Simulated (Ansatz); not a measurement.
The start is a relaxed Ru cell displaced along its unstable phonon at q = (½, ½, 0) of its primitive reciprocal cell (95i cm⁻¹), largest move 0.15 Å. The structure is fully relaxed (lattice and positions, P = 0) with r2SCAN (plane waves to 500 eV, PAW, scalar-relativistic; Ansatz, an electronic-structure program). The first steps use a coarse 13×13×13 k-mesh.

Initial structure:
```
Ru
1.0
    4.98188     0.00000     0.00000
    2.49094     2.49094     0.00000
    0.00000     0.00000     2.49094
Ru
2
Direct
  0.00000   0.00000   0.06022
  0.50000   0.00000   0.93978
```

**Question.** What is the largest force in the starting geometry, and on which atom (counted from 1)?

**Answer.** 0.16 eV/Å, on Ru1, Ru2 (atoms numbered as listed).

**Question.** How much energy is released per atom?

**Answer.** 0.57 eV/atom.

**Question.** How does the volume change?

**Answer.** -9.8 %, from 15.46 to 13.95 Å³/atom.

**Question.** How do the shortest distances between atoms change?

**Answer.** The closest pairs of elements (up to four, under 3.6 Å), start → end: Ru–Ru 2.49 → 2.64 Å.

**Question.** Is the relaxed structure metallic? Give its gap.

**Answer.** No gap (metallic).

**Question.** What does it relax into? Give the structure.

**Answer.** 
Space group I4/mmm (No. 139); a = b = 3.1980 Å, c = 2.7276 Å, α = β = γ = 90.00°

```tsv
atom	site	symmetry	x	y	z
Ru	2b	4/mmm	0.0000	0.0000	0.5000
```
(The calculation used a cell of 1 atom; values per cell refer to that cell.)

Final values are on a 22×22×22 k-mesh of the relaxed cell. No spin polarisation in the result.

The run could not lose the symmetry of its start: the end is stationary, and may be a saddle point rather than a minimum.

The relaxed structure here is a generated cell of Ru: the first start was made by placing the elements on the sites of a structure type, and the end was not matched to a known phase here, so it may be hypothetical. Known forms of Ru include space group No. 194.
